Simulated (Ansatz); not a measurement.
TiO₂:
```xyz
12
Lattice="5.8489 0.0000 0.0000 0.0000 3.6779 0.0000 0.0000 0.0000 8.9533" Properties=species:S:1:pos:R:3 pbc="T T T"
Ti     2.8918     0.9195     7.7418
Ti     2.9572     2.7584     1.2115
Ti     0.0327     2.7584     3.2652
Ti     5.8162     0.9195     5.6882
O      2.6694     2.7584     8.2219
O      3.1795     0.9195     0.7314
O      0.2550     0.9195     3.7452
O      5.5939     2.7584     5.2081
O      4.3939     0.9195     6.8346
O      1.4551     2.7584     2.1187
O      4.3795     2.7584     2.3580
O      1.4694     0.9195     6.5953
```

Cartesian axes are those of the cell as given.

**Question.** Give the high-frequency dielectric tensor and the Born effective charge tensors of the independent atoms from DFPT, the program Ansatz at the LDA level (PAW).

**Answer.** 
ε∞:
```
4.35  0.00  0.00
0.00  4.40  0.00
0.00  0.00  4.28
```
Z* of atom 1 (Ti), rows: field, columns: displacement, in e:
```
5.38  0.00  0.35
0.00  5.57  0.00
0.10  0.00  5.09
```
Z* of atom 5 (O), rows: field, columns: displacement, in e:
```
-0.71   0.00  -0.17
 0.00  -4.66   0.00
-0.16   0.00  -2.75
```
Z* of atom 9 (O), rows: field, columns: displacement, in e:
```
-4.66   0.00   2.85
 0.00  -0.91   0.00
 2.71   0.00  -2.35
```

Space group Pnma. The first step of the workflow began from a Materials Project structure, measured or hypothetical; the Crystallography Open Database files this formula in space group No. 62, but the cells were not matched. It is not the phase usual at ambient conditions (space group No. 61, 136, 141). The LDA relaxation kept the symmetry of its start; its stability against distortions is not shown here. The run is not spin-polarised.

Potentials: the later of the program's two PAW sets.
